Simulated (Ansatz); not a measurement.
Al2GaN3:
```cif
data_Al8Ga4N12
_chemical_formula_sum 'Al8 Ga4 N12'
_space_group_name_H-M_alt 'Cm'
_space_group_IT_number 8
_space_group_name_Hall 'C -2y'
_cell_length_a 11.48643
_cell_length_b 3.13586
_cell_length_c 7.42167
_cell_angle_alpha 90.000
_cell_angle_beta 104.793
_cell_angle_gamma 90.000
loop_
_space_group_symop_operation_xyz
  'x, y, z'
  'x, -y, z'
  'x+1/2, y+1/2, z'
  'x+1/2, -y+1/2, z'
loop_
_atom_site_label
_atom_site_type_symbol
_atom_site_symmetry_multiplicity
_atom_site_Wyckoff_symbol
_atom_site_fract_x
_atom_site_fract_y
_atom_site_fract_z
_atom_site_occupancy
Al1 Al 2 a 0.44420 0.50000 0.38923 1
Al2 Al 2 a 0.38892 0.50000 0.77670 1
Al3 Al 2 a 0.22312 0.00000 0.44452 1
Al4 Al 2 a 0.05404 0.50000 0.11303 1
Ga1 Ga 2 a 0.27707 0.00000 0.05760 1
Ga2 Ga 2 a 0.10964 0.50000 0.72180 1
N1 N 2 a 0.14760 0.00000 0.18500 1
N2 N 2 a 0.48163 0.00000 0.85246 1
N3 N 2 a 0.31831 0.50000 0.51505 1
N4 N 2 a 0.26439 0.50000 0.90172 1
N5 N 2 a 0.09528 0.00000 0.56472 1
N6 N 2 a 0.43099 0.00000 0.24297 1
```
(The calculation used a cell of 12 atoms; values per cell refer to that cell.)

This is the PBEsol-relaxed structure.

Question: All from the program Ansatz at the PBEsol level (PAW), unless another level is named. Predict the hole effective mass with spin–orbit coupling.

Answer: 0.59, 0.87, 3.1 mₑ (principal values).

Question: And the electron effective mass with spin–orbit coupling?

Answer: 0.26 mₑ (isotropic).

Question: Predict the band gap.

Answer: 3.26 eV (direct).

Question: And the HSE06 gap on the PBEsol cell?

Answer: 4.66 eV.

The workflow started from a Materials Project entry (that database holds measured and hypothetical structures alike); the Crystallography Open Database copy checked does not list it. With Al and Ga taken as one species the cell has the higher symmetry P6_3mc, so it may be an ordered model of a mixed-site phase. Whether it is the stable phase at ambient conditions was not checked. The PBEsol relaxation kept the symmetry of its start; of distortions, only those at the zone centre were tested. Spin–orbit coupling is left out wherever it is not named.

Potentials: the later of the program's two PAW sets.
